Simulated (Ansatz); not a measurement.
## WS2 with fluorine replacing S: what each run costs

WS2 with fluorine replacing S, cell charge +1. Cell: 36 atoms, space group P1, a = 6.360 Å, b = 9.540 Å, c = 12.500 Å, α = 90.00°, β = 90.00°, γ = 120.00°.

All runs are DFT with Ansatz 0.2.0 on 4 threads of Arm Neoverse V2 (aarch64; 8 cores open to the job, memory cap 8.0 GiB, no GPU), a shared host.

Question: Rank the runs by wall time, shortest first.
A. single point at relaxed positions, r2SCAN, 500 eV, 4×3×2 k-points, smearing 0.01 eV
B. single point, PBE, 420 eV, 4×3×2 k-points, smearing 0.01 eV
C. relaxation of the ions, PBE, 420 eV, 4×3×2 k-points, smearing 0.01 eV

Answer: B (82 s, 3.1 GiB), A (2.7 min, 4.7 GiB), C (4.2 min, 3.6 GiB).
